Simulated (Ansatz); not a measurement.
MnS (wurtzite, P6_3mc), r²SCAN (plane waves, PAW; program Ansatz). The conduction-band minimum lies at H, with 2 equivalent valleys. Second derivatives d²E/dk² of the lowest band at one valley (eV·Å²), along Cartesian directions:

| direction | d²E/dk² |
|---|---|
| [100] | 5.347 |
| [010] | 5.347 |
| [001] | 0.7407 |
| [110] | 5.347 |
| [101] | 3.044 |
| [011] | 3.044 |

Task: Find the principal effective masses, the density-of-states mass and the conductivity mass.

Result: Off-diagonal terms follow from H_xy = H[110] − (H_xx + H_yy)/2, and m*/mₑ = 7.620 eV·Å² over each eigenvalue: 1.4, 1.4, 10. One valley's DOS mass (m₁m₂m₃)^(1/3) = 2.8, conductivity mass 3/(Σ 1/mᵢ) = 2.0 mₑ.

Task: What effective density of states Nc follows at 300 K for parabolic valleys?

Result: Nc = 2.509e19 × 2 × (2.8)^(3/2) ≈ 2.4e20 cm⁻³.

The workflow started from an entry of the Crystallography Open Database (COD), which files this formula under 3 space groups. Whether it is the stable phase at ambient conditions was not checked. Symmetry was held in the r²SCAN relaxation, as lowered by the spin order; its stability against distortions is not shown here. Spin order of the final state: antiferromagnetic, chosen from 2 collinear starts compared on coarse meshes (ties went to the first, and starts can fall back to one state), not a proven ground state. Other orbital occupations within this spin state were not tried. No Hubbard U is applied. Point labels and valley counts follow the cell and symmetry of the run, lower than the named group.

Potentials: the later of the program's two PAW sets.

Edges and masses are those of Kohn–Sham bands, whose gap is no quasiparticle gap.
